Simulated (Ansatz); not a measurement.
# Is this ZnCd2Se3 structure stable?

The cell was found from a structure generator's guess, not taken from experiment.

Method: Ansatz, DFT PBE, scalar-relativistic, plane waves, PAW. Plane waves to 420 eV, a 12×12×4 mesh through Γ for the 6-atom cell and 0.02 eV Gaussian smearing; no spin polarisation.

```
Zn Cd Se
1.0
     4.26471    0.00000    0.00000
    -2.13235    3.69335    0.00000
     0.00000    0.00000   10.52057
Zn Cd Se
1 2 3
Direct
  0.00000 0.00000 0.66740
  0.33333 0.66667 0.99073
  0.66667 0.33333 0.33861
  0.33333 0.66667 0.73636
  0.00000 0.00000 0.43180
  0.66667 0.33333 0.08510
```

Formation energies are uncorrected and refer to the elements' standard structures at the same level.

Q: These tests were run: energy against the elements; random kick, then relaxation without symmetry; phonons on a 2×2×1 q mesh. What do they show?

A:

| test | result |
| --- | --- |
| energy against the elements | −0.638 eV/atom |
| random kick, then relaxation without symmetry | returns |
| phonons on a 2×2×1 q mesh | no imaginary mode on the mesh |

It fails none of these tests. Other phases of the system weren't compared here, so this isn't yet thermodynamic stability.

The reference form of Se is held partly by dispersion forces, which this level lacks. The kick test ran on a coarse mesh. The run for the phonons used a 12×12×4 k mesh.
